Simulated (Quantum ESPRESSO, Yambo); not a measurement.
# MgS at -0.7 % isotropic strain: DFT and GW levels

```xyz
2
Lattice="0.0000 2.8064 2.8064 2.8064 0.0000 2.8064 2.8064 2.8064 0.0000" Properties=species:S:1:pos:R:3 pbc="T T T"
Mg     0.0000     0.0000     0.0000
S      1.4032     1.4032     1.4032
```

The PBEsol cell relaxed from Materials Project entry mp-13032 was given an isotropic strain of -0.7 % on all lattice vectors, and the atoms were relaxed again.

Starting point: PBEsol (Quantum ESPRESSO, PseudoDojo norm-conserving, 84 Ry, without SOC). G0W0 in Yambo: 4×4×4 Γ-centred k mesh, bands 5 to 100 and a 10 Ry block in the screening, 100 bands in G with the Bruneval-Gonze terminator, plasmon pole fitted at 27.2 eV.

```yaml
PBEsol gap along the band path: 3.41 eV
PBEsol gap between the mesh's edge points (Γ → Γ): 3.41 eV
G0W0 gap between the same points: 5.30 eV
```

```
k point  band  E PBEsol (eV)  E QP (eV)  shift (eV)     Z
-------  ----  -------------  ---------  ----------  ----
Γ          VB           0.00      -1.36       -1.36  0.78
Γ          CB           3.41       3.94        0.53  0.82
L          VB          -0.34      -1.72       -1.38  0.78
L          CB           5.08       5.81        0.74  0.82
W          VB          -1.40      -2.79       -1.38  0.78
W          CB           5.40       5.90        0.50  0.82
```

Energies count from the PBEsol valence-band maximum.

Convergence of the G0W0 settings was not tested.

This is not the ordinary phase of the substance; no match was found in the copy of COD used, and its stability was not checked.
